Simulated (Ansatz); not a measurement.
Cell and atoms are relaxed with the symmetry kept. Start:

```cif
data_structure
_symmetry_space_group_name_H-M 'I4/mmm'
_symmetry_Int_Tables_number 139
_cell_length_a 3.9343
_cell_length_b 3.9343
_cell_length_c 11.4679
_cell_angle_alpha 90.000
_cell_angle_beta 90.000
_cell_angle_gamma 90.000
_cell_volume 177.50
loop_
_atom_site_label
_atom_site_type_symbol
_atom_site_symmetry_multiplicity
_atom_site_Wyckoff_symbol
_atom_site_fract_x
_atom_site_fract_y
_atom_site_fract_z
_atom_site_occupancy
Ba1 Ba 2 a 0.00000 0.00000 0.00000 1
B1 B 4 e 0.00000 0.00000 0.31755 1
Ir1 Ir 4 d 0.00000 0.50000 0.25000 1
```

Theory: DFT r2SCAN, scalar-relativistic, plane waves, PAW (Ansatz 0.2.0).

Cutoff 500 eV; k points 12×12×12 on the computed 5-atom cell (Γ-centred); Gaussian smearing, width 0.10 eV; no spin polarisation.

Problem. What does it relax to?

Solution. The volume rises by 0.01 Å³/atom to 17.76 Å³/atom, and the energy changes by under 0.1 meV/atom. Final structure:
```cif
data_structure
_symmetry_space_group_name_H-M 'I4/mmm'
_symmetry_Int_Tables_number 139
_cell_length_a 3.9365
_cell_length_b 3.9365
_cell_length_c 11.4638
_cell_angle_alpha 90.000
_cell_angle_beta 90.000
_cell_angle_gamma 90.000
_cell_volume 177.64
loop_
_atom_site_label
_atom_site_type_symbol
_atom_site_symmetry_multiplicity
_atom_site_Wyckoff_symbol
_atom_site_fract_x
_atom_site_fract_y
_atom_site_fract_z
_atom_site_occupancy
Ba1 Ba 2 a 0.00000 0.00000 0.00000 1
B1 B 4 e 0.00000 0.00000 0.31732 1
Ir1 Ir 4 d 0.00000 0.50000 0.25000 1
```

Spin–orbit coupling is left out, which can shift energies with elements as heavy as these.

Cost: 1 run of about 3.3 core-minutes, on Arm Neoverse V2 (shared hosts).